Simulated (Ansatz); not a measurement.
The relaxed structure here is a generated cell of Cr2N: the first start was made by placing the elements on the sites of a structure type, and the end was not matched to a known phase here, so it may be hypothetical.

One starting cell of Cr2N (a generated trial cell of Cr2N in the AFLOW prototype AB2_tI6_139_a_e (C11_b, as in Si2Mo)) was relaxed twice with Ansatz (plane waves, PAW, scalar-relativistic): with PBEsol at 420 eV and with PBE at 420 eV. The PBEsol result:

Cr$_{2}$N is taken in the tetragonal space group I4/mmm (No. 139), Pearson symbol tI6. Conventional cell: a = b = 2.4766 Å, c = 8.6344 Å, α = β = γ = 90.00°. N on 2a is coordinated by 8 Cr at 2.106 Å (cubic). Cr on 4e is coordinated by 4 N at 2.106 Å. (Neighbours: up to the widest gap in distance over summed covalent radii, below 1.35, at either atom; cation-cation and far metal-metal contacts left out.)
(The calculation used a cell of 3 atoms; values per cell refer to that cell.)

```json
[
 {"quantity": "space group", "PBEsol": "I4/mmm", "PBE": "I4/mmm"},
 {"quantity": "volume (Å³/atom)", "PBEsol": "8.83", "PBE": "(withheld)"},
 {"quantity": "a (Å)", "PBEsol": "2.477", "PBE": "(withheld)"},
 {"quantity": "c (Å)", "PBEsol": "8.634", "PBE": "(withheld)"},
 {"quantity": "gap (eV, no spin-orbit coupling)", "PBEsol": "0.00", "PBE": "(withheld)"}
]
```

Q: Fill in the PBE column.

A: 
- volume (Å³/atom), PBE: 9.15
- a (Å), PBE: 2.505
- c (Å), PBE: 8.745
- gap (eV, no spin-orbit coupling), PBE: 0.00

Both levels end in the same structure; PBE's volume is 3.6 % larger. Neither column is exact.

No spin polarisation in the result. The relaxed primitive cell holds an odd number of electrons. A magnetic state may lie lower.

The run could not lose the symmetry of its start, so the end can be a saddle point.

Ansatz is a program for electronic structure.
